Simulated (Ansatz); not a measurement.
Ti2BiN:
```cif
data_Bi2N2Ti4
_chemical_formula_sum 'Ti4 Bi2 N2'
_space_group_name_H-M_alt 'P63/mmc'
_space_group_IT_number 194
_space_group_name_Hall '-P 6c 2c'
_cell_length_a 3.26643
_cell_length_b 3.26643
_cell_length_c 12.99079
_cell_angle_alpha 90.000
_cell_angle_beta 90.000
_cell_angle_gamma 120.000
loop_
_atom_site_label
_atom_site_type_symbol
_atom_site_symmetry_multiplicity
_atom_site_Wyckoff_symbol
_atom_site_fract_x
_atom_site_fract_y
_atom_site_fract_z
_atom_site_occupancy
Ti1 Ti 4 f 0.66667 0.33333 0.07371 1
Bi1 Bi 2 c 0.33333 0.66667 0.25000 1
N1 N 2 a 0.00000 0.00000 0.00000 1
```

Relaxed at zero pressure with PBEsol (plane waves, PAW; program Ansatz).

Question: The volume is raised by 9 % and shape and atoms relax at that volume. What pressure results, and how do the axes share the change?

Answer: -8.9 GPa; a 2.0 %, b 2.0 %, c 4.8 %; the energy rises by 42 meV/atom.

Question: Give the new structure.

Answer: 
Space group P6₃/mmc (No. 194); a = b = 3.331 Å, c = 13.615 Å, α = β = 90.00°, γ = 120.00°

```json
[
 {"atom": "Ti", "site": "4f", "symmetry": "3m.", "x": "0.6667", "y": "0.3333", "z": "0.0696"},
 {"atom": "Bi", "site": "2c", "symmetry": "-6m2", "x": "0.3333", "y": "0.6667", "z": "0.2500"},
 {"atom": "N", "site": "2a", "symmetry": "-3m.", "x": "0.0000", "y": "0.0000", "z": "0.0000"}
]
```

The phase is kept; no other phase was compared at this pressure.

Space group P6_3/mmc. The start of the workflow was typed in or built on a structure type; neither database checked (COD, Materials Project) lists it. Whether it is the stable phase at ambient conditions was not checked. The cell was relaxed with PBEsol under the symmetry of its start; its stability against distortions is not shown here. The workflow began spin-polarised and lost its moments. Scalar-relativistic: spin–orbit coupling is off unless named, which matters more the heavier the elements.

Potentials: the later of the program's two PAW sets.
